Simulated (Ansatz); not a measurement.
ZnCu₂SnS₄ in space group I-4 (No. 82; Pearson symbol tI16) at seven volumes, plane-wave PAW PBE (Ansatz code), shape and atoms relaxed at each. One row is withheld.

```csv
V (Å³/atom),P (GPa)
18.596,?
19.209,4.88
19.822,2.23
20.435,0.00
21.048,-1.87
21.661,-3.44
22.274,-4.75
```

Fit the shown pressures and predict the withheld one.

P = (3/2)B₀(x^(7/2) − x^(5/2))[1 + (3/4)(B′ − 4)(x − 1)] with x = (V₀/V)^(2/3). Least squares on the six rows gives V₀ = 20.435 Å³/atom, B₀ = 67.9 GPa, B′ = 4.84. At V = 18.596, x = 1.0649 and P = 8.05 GPa. The run itself gave 8.05 GPa.

The cell was relaxed with PBE under the symmetry of its start. No spin polarisation was allowed. Spin–orbit coupling is left out wherever it is not named.

Potentials: the later of the program's two PAW sets.
